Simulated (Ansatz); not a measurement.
Data:

Mo:
```yaml
crystal:
  lattice:
    - [0.00000, 2.80494, 2.80494]
    - [2.80494, 0.00000, 2.80494]
    - [2.80494, 2.80494, 0.00000]
  atoms:
    - { symbol: Mo, position: [0.00000, 0.00000, 0.00000] }
    - { symbol: Mo, position: [0.25000, 0.25000, 0.25000] }
```

This is the PBEsol-relaxed structure.

### Question
All from the program Ansatz at the PBEsol level (PAW), unless another level is named. Estimate the highest zone-centre frequency.

### Answer
59 cm⁻¹.

### Question
Next, the bulk modulus (Birch–Murnaghan fit)?

### Answer
118 GPa.

Space group Fd-3m (diamond). The start of the workflow was typed in or built on a structure type; neither database checked (COD, Materials Project) lists it. It is not the phase usual at ambient conditions (space group No. 229). The PBEsol relaxation kept the symmetry of its start. At this level the phase is mechanically unstable. No spin polarisation was allowed. As this level gives no gap, phonon frequencies hold no LO–TO term and depend on the k-mesh and smearing (Fermi–Dirac, 0.1 eV here).

Potentials: the later of the program's two PAW sets.
